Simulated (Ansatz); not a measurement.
Values for one crystal, relaxed and computed with r²SCAN (plane waves, PAW; program Ansatz); other levels are named.

| Property | Value |
|---|---|
| Volume per atom | 16.08 Å³ |
| Electronic character | metallic (no gap) |
| Elastic constants (relaxed ions, GPa) | C11 = 376, C12 = 188, C44 = 138 |
| Zone-centre stability | no imaginary mode at Γ |
| Bulk modulus (Birch–Murnaghan fit) | 250 GPa |
| Density of states at the Fermi level | 0.05 states/eV per atom (mean over ±0.08 eV) |
| Young's modulus | 307 GPa |

Q: Pick the material that matches.
A) Ce3Pb, Cu3Au type
B) HfPt3, Cu3Au type
C) NiPt, L1₀ or tetragonal B2
D) Zr3Ag, Cu3Au type

A: B, HfPt3, Cu3Au type

Space group Pm-3m (Cu3Au type). The workflow started from a Materials Project entry (that database holds measured and hypothetical structures alike); the Crystallography Open Database copy checked does not list it. COD files the formula under space group No. 194. Its standing as an ambient phase is unchecked. The cell was relaxed with r²SCAN under the symmetry of its start. No spin polarisation was allowed. As this level gives no gap, shear constants depend on the k-mesh and smearing (Fermi–Dirac, 0.1 eV here). Spin–orbit coupling is left out wherever it is not named.

Potentials: the later of the program's two PAW sets.
